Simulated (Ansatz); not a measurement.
The start is a relaxed CoSi2 cell, doubled along one cell vector, shaken by Gaussian noise of σ = 0.08 Å a coordinate. A full variable-cell relaxation at zero pressure is run with PBE (plane waves to 420 eV, PAW, scalar-relativistic; Ansatz, a program for electronic structure). The first steps use a coarse 4×7×3 k-mesh.

Initial structure:
```yaml
crystal:
  lattice:
    - [7.49942, 0.00000, 0.00000]
    - [-1.87485, 3.24734, 0.00000]
    - [0.00000, 0.00000, 9.20083]
  atoms:
    - { symbol: Co, position: [0.18198, 0.67933, 0.24737] }
    - { symbol: Co, position: [0.67333, 0.65130, 0.24727] }
    - { symbol: Co, position: [0.33573, 0.32884, 0.74789] }
    - { symbol: Co, position: [0.84228, 0.31457, 0.75243] }
    - { symbol: Si, position: [0.00493, 0.96376, 0.25622] }
    - { symbol: Si, position: [0.48505, 0.99087, 0.25782] }
    - { symbol: Si, position: [0.00795, 0.04701, 0.74694] }
    - { symbol: Si, position: [0.48269, 0.97290, 0.75372] }
    - { symbol: Si, position: [0.02722, 0.00960, 0.99562] }
    - { symbol: Si, position: [0.48928, 0.02220, 0.99531] }
    - { symbol: Si, position: [0.02942, 0.01521, 0.50316] }
    - { symbol: Si, position: [0.50178, 0.04104, 0.49585] }
```

Task: How large is the pressure on the unrelaxed cell, and of which sign?

Result: +2 GPa (positive: the cell is compressed).

Task: Which atoms feel the largest initial force, and how large is it?

Result: About 4.7 eV/Å, on Co4 (atoms numbered as listed).

Task: How does the volume per atom move from start to end?

Result: -27.9 %, from 18.67 to 13.46 Å³/atom.

Task: Is the parent structure recovered?

Result: It does not go back: it reaches Pm (No. 6), 1.09 eV/atom below the parent.

Task: How do the shortest distances between atoms change?

Result: The closest pairs of elements (up to four, under 3.6 Å), start → end: Co–Si 1.95 → 2.21 Å; Si–Si 2.20 → 2.42 Å; Co–Co 3.66 → 2.55 Å.

Task: Is the relaxed structure metallic? Give its gap.

Result: Zero (metallic).

Task: What does it relax into? Give the structure.

Result: 
Space group Pm (No. 6); a = 5.1104 Å, b = 3.6146 Å, c = 8.7797 Å, α = γ = 90.00°, β = 94.99°

| atom | site | symmetry | x | y | z |
|---|---|---|---|---|---|
| Co | 1a | m | 0.8788 | 0.0000 | 0.8908 |
| Co | 1b | m | 0.5210 | 0.5000 | 0.7884 |
| Co | 1b | m | 0.6855 | 0.5000 | 0.2733 |
| Co | 1b | m | 0.1929 | 0.5000 | 0.2978 |
| Si | 1b | m | 0.0690 | 0.5000 | 0.7766 |
| Si | 1a | m | 0.7155 | 0.0000 | 0.6462 |
| Si | 1a | m | 0.9392 | 0.0000 | 0.1907 |
| Si | 1a | m | 0.4186 | 0.0000 | 0.1919 |
| Si | 1b | m | 0.7417 | 0.5000 | 0.0215 |
| Si | 1a | m | 0.3495 | 0.0000 | 0.9154 |
| Si | 1b | m | 0.9601 | 0.5000 | 0.4981 |
| Si | 1b | m | 0.4666 | 0.5000 | 0.5095 |

Final values are on a 9×13×6 k-mesh of the relaxed cell. No spin polarisation in the result. A magnetic state may lie lower.

The relaxed structure here is a generated cell of CoSi2: the first start was made by a random draw of sites in a space group, and the end was not matched to a known phase here, so it may be hypothetical. Known forms of CoSi2 include space group No. 225.
